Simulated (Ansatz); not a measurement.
Relaxed PtS2 (CdI2 type):

```
CELL_PARAMETERS angstrom
      3.55932     0.00000     0.00000
     -1.77966     3.08246     0.00000
      0.00000     0.00000     4.38465
ATOMIC_POSITIONS crystal
  Pt 0.00000 0.00000 0.00000
  S  0.66667 0.33333 0.27120
  S  0.33333 0.66667 0.72880
```

Computed with PBEsol-D3(BJ) (plane waves to 420 eV, PAW, scalar-relativistic; Ansatz, a program for electronic structure). k mesh 12×12×9 (Γ-centred), Fermi-Dirac smearing 0.05 eV. With partly filled bands, energies and forces of such displacements shift with the k mesh and the smearing. PtS2 is run without spin polarisation. PtS2 was relaxed with its symmetry unable to fall. Spin-orbit coupling is left out, though Pt is heavy. The PAW data are Ansatz's earlier set.

One atom of the cell was then moved (with its periodic images), all else fixed, and the forces (eV/Å) came out as:

```tsv
atom	Fx	Fy	Fz
Pt1	-1.265	-0.730	-0.896
S2	1.407	0.813	1.111
S3	-0.142	-0.082	-0.215
```

Task: Which atom was moved, and by which vector (Å)?

Result: S2, by (-0.11, -0.06, -0.07), 0.14 Å in all.

(A displaced cell: forces are minus the slopes of the energy, force constants its curvatures, and phonons follow from these.)
